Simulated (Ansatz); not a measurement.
A relaxed structure of SnO$_{2}$. Space group P4₂/mnm (No. 136), rutile type. Calculation: r2SCAN (plane waves to 500 eV, PAW, scalar-relativistic; Ansatz, an electronic-structure program).

```cif
data_O4Sn2
_chemical_formula_sum 'Sn2 O4'
_space_group_name_H-M_alt 'P 1'
_space_group_IT_number 1
_cell_length_a 4.75971
_cell_length_b 4.75971
_cell_length_c 3.20097
_cell_angle_alpha 90.000
_cell_angle_beta 90.000
_cell_angle_gamma 90.000
loop_
_space_group_symop_operation_xyz
  'x, y, z'
loop_
_atom_site_label
_atom_site_type_symbol
_atom_site_fract_x
_atom_site_fract_y
_atom_site_fract_z
_atom_site_occupancy
Sn1 Sn 0.50000 0.50000 0.50000 1
Sn2 Sn 0.00000 0.00000 0.00000 1
O1 O 0.80592 0.80592 0.50000 1
O2 O 0.30592 0.69408 0.00000 1
O3 O 0.69408 0.30592 0.00000 1
O4 O 0.19408 0.19408 0.50000 1
```

Question: What band gap does r2SCAN give?

Answer: 1.77 eV, direct at Γ (no spin-orbit coupling).

No spin polarisation in the result.

Measured for SnO2: a 4.73735 Å (room temperature; as listed in Zenji Hiroi, Progress in Solid State Chemistry (2015)); c 3.1864 Å (room temperature; as listed in Zenji Hiroi, Progress in Solid State Chemistry (2015)); gap 3.6 eV (0 K or low temperature; as listed in Wei Chen et al., Physical Review Materials (2018)). Computed minus measured — a: r2SCAN +0.5 %; c: r2SCAN +0.5 %; gap: r2SCAN -1.83 eV. The computed values are for a static lattice, and a measured gap can be an optical one, lowered by exciton binding.

The run could not lose the symmetry of its start; a randomly shaken copy of 12 atoms returns to this structure.
